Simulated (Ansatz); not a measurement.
Input:

Relaxed TiC (rock salt):

```yaml
crystal:
  lattice:
    - [0.00000, 4.33303, 4.33303]
    - [2.16652, 0.00000, 2.16652]
    - [2.16652, 2.16652, 0.00000]
  atoms:
    - { symbol: C, position: [0.00000, 0.00000, 0.00000] }
    - { symbol: C, position: [0.50000, 0.00000, 0.00000] }
    - { symbol: Ti, position: [0.25000, 0.50000, 0.50000] }
    - { symbol: Ti, position: [0.75000, 0.50000, 0.50000] }
```

The atoms are displaced by Q × the pattern below (from a DFPT mode at L = (0.5, 0.0, 0.0), largest move 1; Q in Å), at fixed cell. It is one choice among 2 degenerate patterns. (q is in reciprocal vectors of the primitive cell; the cell shown is doubled to hold the pattern.)

```
atom       x       y       z
----  ------  ------  ------
Ti3    0.285  -0.520   0.805
Ti4   -0.285   0.520  -0.805
```

Atoms not listed stay in place.

Level of theory: PBE (plane waves to 420 eV, PAW, scalar-relativistic; Ansatz, an electronic-structure program). k mesh 9×18×18 (Γ-centred), Fermi-Dirac smearing 0.05 eV. Energies are smeared free energies. With partly filled bands, energies and forces of such displacements shift with the k mesh and the smearing. TiC is run without spin polarisation. TiC was relaxed with its symmetry unable to fall. The zero of ΔE is the undisplaced structure.

The scan covers Q from -0.280 to 0.280 Å in 13 points.

Which space group does the distorted structure have?

P-1 (No. 2), lowered from Fm-3m.

Is this a single well or a double well?

A single well with its minimum at or next to zero displacement.

What is the energy change at Q = 0.280 Å?

899 meV/cell.

What harmonic wavenumber does the curvature at Q = 0 give?

254 cm⁻¹.

(For displaced atoms, the force is minus the slope of the energy, and its curvature is a force constant, which sets phonon frequencies.)
